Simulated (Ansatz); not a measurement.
Relaxed-ion elastic tensor of La (dhcp (α-La type), space group No. 194) in GPa (Voigt order), plane-wave PAW LDA (Ansatz code); density 7.17 g/cm³, 32.16 Å³ per atom.

```
60.6  18.4  10.0   0.0   0.0   0.0
18.4  60.6  10.0   0.0   0.0   0.0
10.0  10.0  67.5   0.0   0.0   0.0
 0.0   0.0   0.0  16.4   0.0   0.0
 0.0   0.0   0.0   0.0  16.4   0.0
 0.0   0.0   0.0   0.0   0.0  21.1
```

Is the crystal mechanically stable?

Yes: the smallest eigenvalue of C is 16.4 GPa.

Work out the Voigt, Reuss and Hill averages.

K_V = 29.5, K_R = 29.5, K_H = 29.5; G_V = 20.8, G_R = 19.9, G_H = 20.3 GPa.

Give Young's modulus, Poisson's ratio, Pugh's ratio and the universal anisotropy index.

E = 9KG/(3K + G) = 49.6 GPa; ν = 0.22; K/G = 1.45 (brittle by the Pugh limit of 1.75); A_U = 5G_V/G_R + K_V/K_R − 6 = 0.22.

Estimate the sound speeds and the Debye temperature.

v_l = √((K + 4G/3)/ρ) = 2810 m/s, v_t = √(G/ρ) = 1680 m/s, mean 1860 m/s; Θ = (h/k)(3n/4πV)^(1/3) v_m = 174 K.

How much does each axis shrink under pressure?

Linear compressibilities β_i = Σ_j S_ij (j = 1 to 3): x 11, y 11, z 11 per TPa.

Space group P6_3/mmc (dhcp (α-La type)). Symmetry was held in the LDA relaxation. As this level gives no gap, shear constants depend on the k-mesh and smearing (Fermi–Dirac, 0.1 eV here). Spin–orbit coupling is left out wherever it is not named.

Potentials: the earlier of the program's two PAW sets. The files were generated under PBE; for other functionals the program regenerates the frozen cores, and for LDA and PBEsol the local potential too.
